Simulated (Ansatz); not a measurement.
CaO:
```xyz
4
Lattice="3.9812 0.0000 0.0000 -1.9906 3.4479 0.0000 0.0000 0.0000 4.7695" Properties=species:S:1:pos:R:3 pbc="T T T"
Ca     0.0000     2.2986     3.5771
Ca     1.9906     1.1493     1.1924
O      0.0000     2.2986     1.1924
O      1.9906     1.1493     3.5771
```

Relaxed with r²SCAN.

Task: Give the optical modes at the zone centre with their infrared and Raman activity from DFPT, DFT-r²SCAN in the program Ansatz with PAW potentials.

Result: Transverse frequencies, without the LO–TO term; a row sums one degenerate level.

| ω (cm⁻¹) | degeneracy | IR ((D/Å)²/amu) | Raman (Å⁴/amu) | activity | symmetry |
|---|---|---|---|---|---|
| 204 | 2 | 0.00 | 0.086 | Raman | E2g |
| 287 | 1 | 21.94 | 0 | IR | A2u |
| 302 | 1 | 0.00 | 0 | silent | B1g |
| 378 | 1 | 0.00 | 0 | silent | B1g |
| 378 | 2 | 0.00 | 19 | Raman | E2g |
| 384 | 2 | 33.98 | 0 | IR | E1u |

Task: How high does the top mode go among those that the LO–TO term moves?

Result: 570 cm⁻¹ for q along x, 570 cm⁻¹ for q along y, 554 cm⁻¹ for q along z.

Space group P6_3/mmc. The first step of the workflow began from a Materials Project structure, measured or hypothetical; the Crystallography Open Database copy checked does not list it. It is not the phase usual at ambient conditions (space group No. 225). Symmetry was held in the r²SCAN relaxation; of distortions, only those at the zone centre were tested.

Potentials: the later of the program's two PAW sets.
